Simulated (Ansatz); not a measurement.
# Property card for two-dimensional PtS2

PtS$_{2}$:
```yaml
crystal:
  lattice:
    - [3.52731, 0.00000, 0.00000]
    - [-1.76365, 3.05474, 0.00000]
    - [0.00000, 0.00000, 31.00000]
  atoms:
    - { symbol: S, position: [0.66667, 0.33333, 0.54013] }
    - { symbol: Pt, position: [0.00000, 0.00000, 0.50000] }
    - { symbol: S, position: [0.33333, 0.66667, 0.45987] }
```
Free-standing layer in the xy plane with vacuum along z and no interaction between images.

Method: DFT-r²SCAN+D4 in the program Ansatz with PAW potentials. Lattice and atoms are relaxed at this level; other levels are named.

Structure:

```yaml
In-plane lattice: a = 3.527 Å
distance_between_the_outermost_nuclei: 2.49 Å
exfoliation_energy_from_the_relaxed_bulk_parent: 20 meV/Å²
```

Electronic structure:

```yaml
band_gap: 2.06 eV (indirect)
valence_band_maximum: on the K–Γ line, 48 % of the way from K
conduction_band_minimum: on the Γ–M line, 47 % of the way from Γ
Ionisation potential (Kohn–Sham): 6.66 eV
Electron affinity (Kohn–Sham): 4.60 eV
Electron effective mass, in the valley on the Γ–M line, 47 % of the way from Γ: 0.67 along x, 0.27 along y (mₑ)
Hole effective mass, in the valley on the K–Γ line, 48 % of the way from K: 0.66 along x, 0.92 along y (mₑ)
Electron effective mass with spin–orbit coupling, in the valley on the Γ–M line, 47 % of the way from Γ: 0.69 along x, 0.28 along y (mₑ)
Hole effective mass with spin–orbit coupling, in the valley on the K–Γ line, 73 % of the way from K: 3.7 along x, 1.6 along y (mₑ)
Gap with spin–orbit coupling: 2.02 eV
HSE06 gap on the r²SCAN+D4 cell: 2.69 eV
HSE06 gap with spin–orbit coupling on the r²SCAN+D4 cell: 2.69 eV
HSE06 ionisation potential: 7.05 eV
```

Charges:

```yaml
bader_charges: S -0.27, Pt +0.54 e
```

Space group P-3m1 (1T). A layer that has been made, often on a substrate. The r²SCAN+D4 relaxation kept the symmetry of its start; its stability against distortions is not shown here. No spin polarisation was allowed. Scalar-relativistic: spin–orbit coupling is off unless named, which matters more the heavier the elements.

Potentials: the later of the program's two PAW sets.
